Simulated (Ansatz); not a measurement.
SrAs2O6:
```
SrAs2O6
1.0
    4.87126     0.00000     0.00000
   -2.43563     4.21863     0.00000
    0.00000     0.00000     5.46042
Sr As O
1 2 6
Cartesian
  0.00000   0.00000   0.00000
  0.00000   2.81242   2.73021
  2.43563   1.40621   2.73021
 -1.50304   2.60334   3.76770
 -0.93259   1.61529   1.69271
  0.93259   1.61529   3.76770
  1.50304   2.60334   1.69271
  3.00608   0.00000   3.76770
  1.86518   0.00000   1.69271
```

Relaxed with r²SCAN.

Give the Bader charges and basin volumes of the independent atoms, r²SCAN (plane waves, PAW; program Ansatz).



| atom | Bader charge (e) | Bader volume (Å³) |
|---|---|---|
| Sr1 | +1.72 | 17.4 |
| As2 | +2.87 | 5.9 |
| O4 | -1.24 | 13.8 |

Space group P-31m. The first step of the workflow began from a Materials Project structure, measured or hypothetical; the Crystallography Open Database copy checked does not list it. Its standing as an ambient phase is unchecked. Symmetry was held in the r²SCAN relaxation; whether a distortion lowers the energy is not shown.

Potentials: the later of the program's two PAW sets.
